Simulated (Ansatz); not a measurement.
What DFT gives for Ni₂BiS₂

```
CELL_PARAMETERS angstrom
3.46164 0.00000 0.00000
-1.73082 2.99786 0.00000
0.00000 0.00000 9.05065
ATOMIC_POSITIONS crystal
Ni 0.33330 0.66670 0.14100
Ni 0.66670 0.33330 0.85900
S 0.33330 0.66670 0.66700
S 0.66670 0.33330 0.33300
Bi 0.00000 0.00000 0.00000
```

The numbers come from plane-wave PAW DFT (Ansatz): PBEsol, non-collinear spin, 420 eV, 9×9×3 Γ-centred k points, fermi-dirac occupations (width 0.1 eV). Nothing was relaxed.

The state carries no moments; the state need not be the lowest.

**Question.** What do density and ELF say about some of the short contacts?

**Answer.** Ni–Bi at 2.37 Å: least valence density 0.58 e/Å³ and ELF 0.31 there. Ni–S at 2.65 Å: least valence density 0.27 e/Å³ and ELF 0.24 there. Both are smooth PAW fields, read partly inside the augmentation spheres.

**Question.** What does the stress say?

**Answer.** The pressure is 5.9 GPa (compression positive), so with the atoms held at these fractions the cell would first expand; the forces are large, so a full relaxation may end otherwise. The principal stresses -3.6, 10.7, 10.7 GPa differ, so its shape would change too.

**Question.** Is there a gap?

**Answer.** It is a metal, with about 5.6 states/eV a cell as the mean within 0.25 eV of the Fermi level, mostly S p (57 %) and Ni d (33 %).

**Question.** Is it stable against the elements?

**Answer.** 0.76 eV an atom against the elements' usual phases (free molecules for gases, crystals otherwise, with no correction for O₂ or N₂), so at this geometry it isn't bound against them. Relaxing would lower it.

Origin: a known structure type with other elements, at an estimated volume, so it need not be a known compound. Caveats: atoms or cell far from equilibrium.
